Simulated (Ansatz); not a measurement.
**Stationary points along a deformation path in Ca**

The calculation used DFT r2SCAN, scalar-relativistic, plane waves, PAW (Ansatz 0.2.0). Settings: plane waves to 500 eV, k-mesh 16×16×16 (Γ-centred), Gaussian smearing 0.15 eV. No spin polarisation. Energies are free energies at this smearing, counted from the undisturbed cell; pressure is positive in compression.

Reference structure (as given, not relaxed at this level; it stands at -0.6 GPa; this bcc form isn't the usual structure):

```
CELL_PARAMETERS angstrom
-2.24000 2.24000 2.24000
2.24000 -2.24000 2.24000
2.24000 2.24000 -2.24000
ATOMIC_POSITIONS crystal
Ca 0.00000 0.00000 0.00000
```

At fixed volume and fractional coordinates, lengths along (0.000, 0.000, 1.000) are scaled against those across it; ρ is that ratio over its starting value. V = 44.958 Å³/atom. Δσ is the stress along the axis less the mean stress across it (compression positive).

| ρ | ΔE (meV/atom) | Δσ (GPa) | space group |
| --- | --- | --- | --- |
| 0.650 | 289.3 | 10.70 | I4/mmm |
| 0.707 | 148.9 | 7.15 | I4/mmm |
| 0.780 | 52.5 | 3.59 | I4/mmm |
| 0.850 | 14.1 | 1.40 | I4/mmm |
| 0.920 | 1.9 | 0.36 | I4/mmm |
| 0.960 | 0.3 | 0.09 | I4/mmm |
| 1.000 | 0.0 | 0.00 | Im-3m |
| 1.050 | -0.2 | 0.06 | I4/mmm |
| 1.100 | -1.2 | 0.18 | I4/mmm |
| 1.200 | -5.5 | 0.32 | I4/mmm |
| 1.300 | -10.4 | 0.32 | I4/mmm |
| 1.414 | -13.5 | 0.00 | Fm-3m |
| 1.500 | -10.8 | -0.55 | I4/mmm |

Q: How does the stress give the slope of the energy, and where is the energy stationary?

A: Along the path d ln(length) is 2/3 d ln ρ on the axis and −1/3 d ln ρ across it, so dE/d ln ρ = −(2/3) V Δσ: the energy falls with ρ where Δσ is positive. Δσ vanishes or changes sign at ρ = 1.000 (Im-3m), a stationary point at 0.0 meV/atom; at ρ = 1.414 (Fm-3m), a minimum at -13.5 meV/atom. Pairs of stationary points between two samples would go unseen, and could change a minimum read from distant neighbours into a maximum. At ρ = 1.000, 1.414 the cell is cubic, where symmetry alone makes the stress isotropic and the slope zero.

Q: Which shear constant sets the curvature at ρ = 1?

A: For a cubic crystal E/V = (2/3) C (ln ρ)² with C = C′ = (C11 − C12)/2, so Δσ = −2C ln ρ. The parabola of Δσ against ln ρ through ρ = 0.960, 1 and 1.050 gives C ≈ 0.3 GPa with the ions clamped, rough because the steps are large. It is the stress–strain coefficient at this cell's pressure of -0.6 GPa, not the zero-pressure constant.

Q: Integrate that slope from ρ = 1 to 1.200 by the trapezoid rule.

A: With V/N in Å³ and 1 eV/Å³ = 160.2 GPa the slopes at ρ = 1.000, 1.050, 1.100, 1.200 are 0, -11, -35, -59 meV/atom per unit of ln ρ. The steps add (-0.3) + (-1.1) + (-4.1) = -5.4 meV/atom, against -5.5 from the energies; the trapezoid rule misses the curvature of the slope within each step.

Q: Is the start the lowest point of the path?

A: No: ρ = 1.414 lies 13.5 meV/atom lower, with no sampled rise above the start on the way. Volume and inner coordinates are held, so a relaxed structure there would lie lower still.

In a metal these slopes depend on the k mesh and the smearing.